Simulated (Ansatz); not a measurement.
Be₃Te₂Se: rattling a relaxed structure

The cell was found from a proposed guess, not taken from experiment.

Theory: DFT PBE, scalar-relativistic, plane waves, PAW in Ansatz. Cutoff 420 eV; k points 10×10×10 on the computed 6-atom cell (Γ-centred); Gaussian smearing, width 0.02 eV; no spin polarisation.

The cell below (6 atoms, space group I-4m2 (No. 119)) is relaxed within its symmetry.

```xyz
6
Lattice="-1.9491 1.9491 8.2420 1.9491 -1.9491 8.2420 1.9491 1.9491 -8.2420" Properties=species:S:1:pos:R:3 pbc="T T T"
Be    0.0000    1.9491    4.1210
Be    1.9491    0.0000    1.2297
Be    1.9491    0.0000    7.0123
Te    0.0000    0.0000   10.9211
Te    0.0000    0.0000    5.5629
Se    0.0000    0.0000    0.0000
```

For the test a repeat of it with 12 atoms (edges 3.90, 7.80, 8.69 Å) was strained at random (σ = 1.5 % a component), the atoms were moved at random (σ = 0.15 Å), and all was relaxed again on a coarse 4×2×4 mesh (in the run’s order of axes) with 0.10 eV smearing, with no symmetry imposed.

These runs have no spin–orbit coupling, which can matter for Te.

Q: What happens?

A: It returns, within 1 meV/atom of the unmoved cell on that mesh and with the same symmetry when read at 0.1 Å. No instability shows in this cell; modes of other wave vectors, which need another repeat, aren't tested.
